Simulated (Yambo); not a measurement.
Here is the system:

```xyz
4
Lattice="3.7840 0.0000 0.0000 -1.8920 3.2770 0.0000 0.0000 0.0000 6.4031" Properties=species:S:1:pos:R:3 pbc="T T T"
Al     0.0000     2.1847     0.0165
Al     1.8920     1.0923     3.2180
P      0.0000     2.1847     2.3847
P      1.8920     1.0923     5.5862
```

Workflow: norm-conserving PBEsol (Quantum ESPRESSO, 44 Ry, without SOC), then G0W0 in Yambo (6×6×2 Γ-centred k mesh, 180 bands and a 10 Ry block in the screening, 180 bands in G with the Bruneval-Gonze terminator, plasmon pole fitted at 27.2 eV).

Q: Give the PBEsol and G0W0 gaps between the band edges found on this mesh, and say where the edges lie.

A: Edges: Γ → K. PBEsol: 1.82 eV; G0W0: 2.78 eV. Convergence of the G0W0 settings was not tested. 

Geometry strained from the cell relaxed with PBEsol, atoms relaxed again.

This is not the ordinary phase of the substance; no match was found in the copy of COD used, and its stability was not checked.
